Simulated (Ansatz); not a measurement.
## Ansatz run, Cs₂Sb₃

input.yaml (Ansatz 0.2.0)

```yaml
crystal:
  lattice:
    - [-5.171656, 0.0, 4.833173]
    - [5.171656, 0.0, 4.833173]
    - [0.0, 7.847335, 4.833173]
  atoms:
    - { symbol: Cs, position: [0.718, 0.282, 0.0] }
    - { symbol: Cs, position: [0.282, 0.718, 0.0] }
    - { symbol: Cs, position: [0.75, 0.25, 0.5] }
    - { symbol: Cs, position: [0.25, 0.75, 0.5] }
    - { symbol: Sb, position: [0.1333, 0.1333, 0.147] }
    - { symbol: Sb, position: [0.2803, 0.2803, 0.853] }
    - { symbol: Sb, position: [0.8667, 0.8667, 0.853] }
    - { symbol: Sb, position: [0.7197, 0.7197, 0.147] }
    - { symbol: Sb, position: [0.8519, 0.8519, 0.2962] }
    - { symbol: Sb, position: [0.1481, 0.1481, 0.7038] }
  symmetry: { tolerance: 0.0003 }
kpoints:
  mp_grid: { grid: [5, 5, 5], shift: [0, 0, 0] }
  band_path:
    path:
      - [0.0, 0.0, 0.0]
      - [-0.5, 0.5, 0.0]
      - [-0.37351292, 0.62648708, 0.12648708]
      - [0.37351292, 0.37351292, 0.87351292]
      - [0.0, 0.0, 0.5]
      - [-0.42766155, 0.42766155, 0.5]
      - [0.42766155, 0.57233845, 0.5]
      - [0.5, 0.5, 0.5]
      - [0.5, 0.5, 0.66655372]
      - [-0.5, 0.5, 0.33344628]
      - [-0.5, 0.5, 0.0]
    npoints: 6
magnetization:
  spin_polarized: false
scf:
  occupations: { method: fermi_dirac }
  lower_state_search: "off"
  max_iter: 200
hamiltonian:
  pseudopotentials: { kind: paw }
  xc: pbe
basis:
  ecutwfc: 420
  fft_grid_basis: typed
output:
  forces: true
  stress: true
  eigenvalues: true
  bader: true
  populations: true
  elf: true
  write_potential: true
  volumetric_format: npy
  dos:
    e_range: [-12, 8]
    de: 0.05
    projected: { site_lists: { Cs: [Cs], Sb: [Sb] } }
checkpoint:
  read: saved_state
```

The run starts from an earlier solution of this cell. 

Output (shortened):

```
Free energy (F): -61584.0510 eV
Harris-Foulkes:  -61584.0510 eV  (|F-HF|=1.74e-8)
Internal energy: -61584.0474 eV  (E = F + TS)
E sigma→0 (E₀):  -61584.0492 eV
Entropy (-TS):   -0.0036 eV (-0.356 meV/atom)
Fermi energy:    8.2047 eV
--- Per-component energies (eV) ---
  E_band       = -1348.7518
  E_kinetic    = 1859.9989
  E_local      = -15500.4057  (includes V_loc(G=0)·N_el)
  E_nonlocal   = 2310.7956
  E_hartree    = 7080.1578
  E_xc         = -1546.2091
  E_vxc        = -1108.1924  (∫ρ·V_xc dr)
  E_paw        = -47732.1445  (= ΣΔE_a)
  E_vpaw       = -3071.2631  (= ΣTr[D̂ρ^β])
  E_aug_tail   =  0.0000  (compensation charges beyond the density's cutoff)
  E_ewald      = -8056.2406
  E_smearing   = -0.0036  (= −TS)
--- Stress (GPa, compression-positive) ---
        3.1797       0.0000       0.0000
        0.0000      26.5932       0.0000
        0.0000       0.0000      25.9412
  P = ⅓ Tr σ = 18.5714 GPa (185.714 kbar)
--- Bader charges: 10 sites ---
  site symbol  charge [e]  shift [e]
     0     Cs      0.6478     0.0000
     1     Cs      0.6478     0.0000
     2     Cs      0.6899     0.0000
     3     Cs      0.6899     0.0000
     4     Sb     -0.4456     0.0000
     5     Sb     -0.4456     0.0000
     6     Sb     -0.4456     0.0000
     7     Sb     -0.4456     0.0000
     8     Sb     -0.4465     0.0000
     9     Sb     -0.4465     0.0000
```

Origin: a known structure type with other elements, at an estimated volume, so it need not be a known compound. Caveats: atoms or cell far from equilibrium.
